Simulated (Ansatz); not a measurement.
# Notes on AlCr2Si2

```xyz
5
Lattice="3.2796 0.0000 0.0000 1.6398 -6.1697 0.0000 0.0000 0.0000 -3.3134" Properties=species:S:1:pos:R:3 pbc="T T T"
Cr    1.6398   -4.3575    0.0000
Cr    3.2796   -1.8122    0.0000
Al    1.6398    0.0000   -1.6567
Si    1.6398   -2.5418   -1.6567
Si    3.2796   -3.6279   -1.6567
```

Level: r2SCAN, no spin polarisation; 500 eV; 9×9×8 Γ-centred mesh; fermi-dirac occupations (width 0.1 eV); Ansatz 0.2.0, fixed geometry.

Stress: The pressure is 7.5 GPa (compression positive), so with the atoms held at these fractions the cell would first expand; the forces are large, so a full relaxation may end otherwise. The principal stresses -18.7, 7.5, 33.7 GPa differ, so its shape would change too.
Electronic structure: It is a metal, with about 4 states/eV a cell as the mean within 0.25 eV of the Fermi level, mostly Cr d (86 %).
Formation energy: 0.64 eV an atom against the elements' usual phases (free molecules for gases, crystals otherwise, with no correction for O₂ or N₂), so at this geometry it isn't bound against them. Relaxing would lower it.
Forces: The largest is on Si4 (and as large on other atoms): 7.52 eV/Å, components (0.00, 7.52, 0.00). It makes 124° with the line to a nearest neighbour, Si5 at 1.97 Å.

Origin: a known structure type with other elements, at an estimated volume, so it need not be a known compound. Caveats: no spin polarisation, so a magnetic state may lie lower; atoms or cell far from equilibrium.
